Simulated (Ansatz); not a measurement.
BaHfO₃ (cubic perovskite)

```yaml
crystal:
  lattice:
    - [8.41234, 0.00000, 0.00000]
    - [0.00000, 4.20617, 0.00000]
    - [0.00000, 0.00000, 4.20617]
  atoms:
    - { symbol: Ba, position: [0.00000, 0.00000, 0.00000] }
    - { symbol: Ba, position: [0.50000, 0.00000, 0.00000] }
    - { symbol: Hf, position: [0.25000, 0.50000, 0.50000] }
    - { symbol: Hf, position: [0.75000, 0.50000, 0.50000] }
    - { symbol: O, position: [0.00000, 0.50000, 0.50000] }
    - { symbol: O, position: [0.50000, 0.50000, 0.50000] }
    - { symbol: O, position: [0.25000, 0.50000, 0.00000] }
    - { symbol: O, position: [0.75000, 0.50000, 0.00000] }
    - { symbol: O, position: [0.25000, 0.00000, 0.50000] }
    - { symbol: O, position: [0.75000, 0.00000, 0.50000] }
```

A phonon eigenvector at X = (0.5, 0.0, 0.0) is frozen into this cell: atom i moves by Q times the vector below, so Q is the largest atomic displacement, in Å. The cell is held. (q is in reciprocal vectors of the primitive cell; the cell shown is doubled to hold the pattern.)

| atom | x | y | z |
|---|---|---|---|
| Ba1 | 0.023 | 0.000 | 0.000 |
| Ba2 | -0.023 | 0.000 | 0.000 |
| O5 | -1.000 | 0.000 | 0.000 |
| O6 | 1.000 | 0.000 | 0.000 |

Atoms not listed stay in place.

Computed with PBE (plane waves to 420 eV, PAW, scalar-relativistic; Ansatz, a quantum-chemistry and plane-wave program). k mesh 4×8×8 (Γ-centred), Fermi-Dirac smearing 0.05 eV. The energy includes the smearing's −TS. Compression counts positive. BaHfO3 is run without spin polarisation. BaHfO3 was relaxed with its symmetry unable to fall. Spin-orbit coupling is left out, though Hf is heavy. The zero of ΔE is the undisplaced structure.

Q: Give the computed ΔE (meV/cell) and P (GPa) at Q (Å) = -0.180, -0.150, -0.090, -0.030, 0.060, 0.090, 0.120, 0.150.

A: 
| Q (Å) | ΔE (meV/cell) | P (GPa) |
|---|---|---|
| -0.180 | 1000 | 2.96 |
| -0.150 | 685 | 2.04 |
| -0.090 | 241 | 0.73 |
| -0.030 | 27 | 0.08 |
| 0.060 | 107 | 0.32 |
| 0.090 | 241 | 0.73 |
| 0.120 | 433 | 1.30 |
| 0.150 | 685 | 2.04 |

(For displaced atoms, the force is minus the slope of the energy, and its curvature is a force constant, which sets phonon frequencies.)
